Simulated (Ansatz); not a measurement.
**Kick test of a cell of Cs2ScRuC6N6**

It was reached by relaxing an invented guess, and it needn't be the stable form of this composition.

All numbers below come from DFT PBE, scalar-relativistic, plane waves, PAW (Ansatz 0.2.0). Settings: cutoff 420 eV, Γ-centred mesh 6×6×6 on the computed 16-atom cell, Gaussian smearing of 0.10 eV; no spin polarisation.

The cell below (16 atoms, space group Fm-3m (No. 225)) is relaxed within its symmetry.

```cif
data_structure
_symmetry_space_group_name_H-M 'P 1'
_symmetry_Int_Tables_number 1
_cell_length_a 7.6563
_cell_length_b 7.6563
_cell_length_c 7.6563
_cell_angle_alpha 60.000
_cell_angle_beta 60.000
_cell_angle_gamma 60.000
_cell_volume 317.36
loop_
_atom_site_label
_atom_site_type_symbol
_atom_site_fract_x
_atom_site_fract_y
_atom_site_fract_z
_atom_site_occupancy
Cs1 Cs 0.25000 0.25000 0.25000 1
Cs2 Cs 0.75000 0.75000 0.75000 1
Sc1 Sc 0.50000 0.50000 0.50000 1
Ru1 Ru 0.00000 0.00000 0.00000 1
C1 C 0.81397 0.18603 0.18603 1
C2 C 0.18603 0.81397 0.18603 1
C3 C 0.18603 0.18603 0.81397 1
C4 C 0.18603 0.81397 0.81397 1
C5 C 0.81397 0.18603 0.81397 1
C6 C 0.81397 0.81397 0.18603 1
N1 N 0.70473 0.29527 0.29527 1
N2 N 0.29527 0.70473 0.29527 1
N3 N 0.29527 0.29527 0.70473 1
N4 N 0.29527 0.70473 0.70473 1
N5 N 0.70473 0.29527 0.70473 1
N6 N 0.70473 0.70473 0.29527 1
```

For the test it was strained at random (σ = 1.5 % a component), the atoms were moved at random (σ = 0.05 Å), and all was relaxed again on a coarse 4×4×4 mesh (in the run’s order of axes) with 0.20 eV smearing, with no symmetry imposed.

Question: What happens?

Answer: It returns, within 1 meV/atom of the unmoved cell on that mesh and with the same symmetry when read at 0.1 Å (P1 at 0.01 Å, so small strains and shifts remain). So it is stable against the distortions that fit this cell and that this random move excites. Modes that don't fit the cell aren't tested.
